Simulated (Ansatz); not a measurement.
Input, command and steps of an Ansatz relaxation.

```yaml
crystal:
  lattice:
    - [-0.0011181914, -0.0048992922, -6.8813485975]
    - [4.1296974904, 7.1286431197, 0.0059284039]
    - [4.1486716598, -7.1395978497, -0.0045479207]
  atoms:
    - { symbol: Be, position: [0.9984708297, 0.1611828672, 0.3330790044] }
    - { symbol: Be, position: [0.9961100768, 0.1692557903, 0.8314339886] }
    - { symbol: Be, position: [0.9978659455, 0.6725529804, 0.3284870616] }
    - { symbol: Be, position: [0.9987714586, 0.6683397784, 0.8397773904] }
    - { symbol: Be, position: [0.5006980059, 0.8351308598, 0.1646319114] }
    - { symbol: Mg, position: [0.4886690798, 0.8270232784, 0.6641112947] }
    - { symbol: Zn, position: [0.4932060473, 0.3364208853, 0.6674212964] }
    - { symbol: Cd, position: [0.486798872, 0.337362505, 0.1745168331] }
    - { symbol: Te, position: [0.6421310319, 0.1446070671, 0.3338845306] }
    - { symbol: Te, position: [0.6479122738, 0.1693571092, 0.8266064939] }
    - { symbol: Te, position: [0.6458232639, 0.6867030418, 0.320716424] }
    - { symbol: Te, position: [0.6424377131, 0.6705774303, 0.8557409643] }
    - { symbol: Te, position: [0.1112441031, 0.3356282429, 0.6655133549] }
    - { symbol: Te, position: [0.0875866028, 0.3350481416, 0.1677353759] }
    - { symbol: Te, position: [0.0916032672, 0.8329171145, 0.6654783641] }
    - { symbol: Te, position: [0.1359899384, 0.8354763995, 0.165298175] }
  symmetry: { detect: false }
basis:
  ecutwfc: 420
kpoints:
  mp_grid: { grid: [3, 3, 3] }
hamiltonian:
  xc: pbesol
scf:
  occupations: { method: gaussian, width: 0.1 }
  lower_state_search: "off"
output:
  forces: true
  stress: true
  eigenvalues: true
relax:
  adjacent_minimum: "off"
  f_tol: 0.04
  max_steps: 25
  cell: { stress_tol: 0.3 }
```

```bash
ansatz run input.yaml --threads 4 --pin off --max-ram 9216MiB --backend cpu --events-out ev --progress --plain --runs-dir out
```

These are results of DFT PBEsol, scalar-relativistic, plane waves, PAW (Ansatz 0.2.0), not measurements.

Of 4 frames 3 are shown, positions in Å and forces in eV/Å; the SCF threshold varies from step to step. Steps run on the plane waves of an earlier cell, with a Pulay correction in the pressure. The basis is chosen afresh for the last frame, the zero of the energies, and at times for earlier ones too; energy and pressure can step there, also at an unchanged geometry. Where two frames share a geometry here, they differ by under 2 meV/atom and 0.3 GPa. The mark taken_back stands on steps that the optimiser undid.

```xyz
16
Lattice="-0.0011 -0.0049 -6.8813 4.1297 7.1286 0.0059 4.1487 -7.1396 -0.0045" Properties=species:S:1:pos:R:3:forces:R:3 pbc="T T T" step=1 free_energy_over_end_meV_per_atom=0.74 pressure_GPa=0.10
Be    2.0464   -1.2339   -6.8714    0.0016    0.0257   -0.0036
Be    4.1472   -4.7344   -6.8574    0.0059    0.0094   -0.0332
Be    4.1391    2.4442   -6.8642   -0.0039   -0.0029   -0.0077
Be    6.2429   -1.2362   -6.8728   -0.0027    0.0193   -0.0012
Be    4.1313    4.7755   -3.4413    0.0055   -0.0250    0.0019
Mg    6.1700    1.1517   -3.3608   -0.0015    0.0127   -0.0075
Zn    4.1577   -2.3693   -3.3950   -0.0029    0.0102    0.0093
Cd    2.1167    1.1566   -3.3486   -0.0128    0.0245    0.0079
Te    1.9816   -1.3561   -4.4194    0.0111    0.0441    0.0016
Te    4.1280   -4.6975   -4.4613    0.0016   -0.0188    0.0162
Te    4.1657    2.6023   -4.4415    0.0065   -0.0505    0.0165
Te    6.3188   -1.3325   -4.4208   -0.0069    0.0191   -0.0037
Te    4.1469   -2.3595   -0.7665    0.0033   -0.0174   -0.0032
Te    2.0794    1.1904   -0.6015    0.0049   -0.0124    0.0081
Te    6.2004    1.1859   -0.6284   -0.0050   -0.0161    0.0220
Te    4.1359    4.7750   -0.9316   -0.0047   -0.0218   -0.0234
16
Lattice="-0.0006 -0.0040 -6.8516 4.0915 7.2607 0.0046 4.1030 -7.2676 -0.0038" Properties=species:S:1:pos:R:3:forces:R:3 pbc="T T T" step=2 free_energy_over_end_meV_per_atom=0.82 pressure_GPa=-0.08 taken_back
Be    2.0193   -1.2331   -6.8517    0.0034   -0.1046    0.0217
Be    4.1027   -4.8003   -6.8391    0.0002   -0.0674    0.0365
Be    4.0988    2.4913   -6.8378    0.0071   -0.0492    0.0311
Be    6.1840   -1.2424   -6.8515    0.0000   -0.0932    0.0192
Be    4.0993    4.8321   -3.4444    0.0021    0.0300   -0.0020
Mg    6.1177    1.1644   -3.3450    0.0339   -0.0365    0.0165
Zn    4.1122   -2.4106   -3.3848   -0.0085    0.0144   -0.0254
Cd    2.0825    1.1873   -3.3273   -0.0286   -0.0389    0.0092
Te    1.9584   -1.3370   -4.3977   -0.0110   -0.0830    0.0203
Te    4.0792   -4.7547   -4.4378   -0.0258    0.0814    0.0049
Te    4.1286    2.6337   -4.4127    0.0155    0.1712   -0.0413
Te    6.2601   -1.3344   -4.3999    0.0152   -0.0607    0.0187
Te    4.1029   -2.4135   -0.7584   -0.0038    0.0594   -0.0280
Te    2.0577    1.1999   -0.5852   -0.0110    0.0448   -0.0377
Te    6.1402    1.1899   -0.6094    0.0056    0.0510   -0.0717
Te    4.0969    4.8316   -0.9374    0.0056    0.0814    0.0281
16
Lattice="-0.0007 -0.0041 -6.8700 4.1103 7.1927 0.0048 4.1267 -7.2023 -0.0039" Properties=species:S:1:pos:R:3:forces:R:3 pbc="T T T" step=4 free_energy_over_end_meV_per_atom=0.00 pressure_GPa=-0.01
Be    2.0350   -1.2381   -6.8619   -0.0001   -0.0138    0.0013
Be    4.1258   -4.7701   -6.8521    0.0031   -0.0171   -0.0023
Be    4.1197    2.4659   -6.8541    0.0000   -0.0126    0.0055
Be    6.2131   -1.2433   -6.8634    0.0004   -0.0129    0.0024
Be    4.1157    4.8072   -3.4406    0.0023   -0.0045    0.0044
Mg    6.1448    1.1567   -3.3579   -0.0036   -0.0060   -0.0056
Zn    4.1351   -2.3873   -3.3909   -0.0021    0.0089   -0.0003
Cd    2.0972    1.1729   -3.3419    0.0029    0.0039   -0.0098
Te    1.9707   -1.3494   -4.4087    0.0037    0.0244    0.0015
Te    4.1024   -4.7215   -4.4525    0.0003    0.0083   -0.0004
Te    4.1488    2.6263   -4.4304   -0.0052   -0.0073    0.0022
Te    6.2904   -1.3370   -4.4114   -0.0011    0.0094   -0.0020
Te    4.1256   -2.3867   -0.7645    0.0006    0.0035   -0.0010
Te    2.0691    1.1934   -0.5968   -0.0003    0.0076    0.0056
Te    6.1701    1.1865   -0.6245   -0.0005    0.0053    0.0037
Te    4.1166    4.8055   -0.9325   -0.0002    0.0030   -0.0053
```

Time: 43 s on 4 threads of Intel(R) Xeon(R) 6975P-C (Granite Rapids), with other jobs on the host, peak memory 1.6 GiB.

The k mesh is coarse.